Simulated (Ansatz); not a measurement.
IrO2 (rutile, P4_2/mnm) at seven volumes, PBEsol (plane waves, PAW; program Ansatz), shape and atoms relaxed at each. One row is withheld.

```
V (Å³/atom)  P (GPa)
-----------  -------
9.563          34.14
9.879          20.81
10.194          9.53
10.509          0.00
10.824         -8.04
11.140             ?
11.455        -20.45
```

Problem. Fit the shown pressures and predict the withheld one.

Solution. P = (3/2)B₀(x^(7/2) − x^(5/2))[1 + (3/4)(B′ − 4)(x − 1)] with x = (V₀/V)^(2/3). Least squares on the six rows gives V₀ = 10.510 Å³/atom, B₀ = 290 GPa, B′ = 4.66. At V = 11.140, x = 0.9619 and P = -14.74 GPa. The run itself gave -14.79 GPa.

The cell was relaxed with PBEsol under the symmetry of its start. No spin polarisation was allowed. The volume moved by -16 % from the start of the relaxation. Scalar-relativistic: spin–orbit coupling is off unless named, which matters more the heavier the elements.

Potentials: the later of the program's two PAW sets.
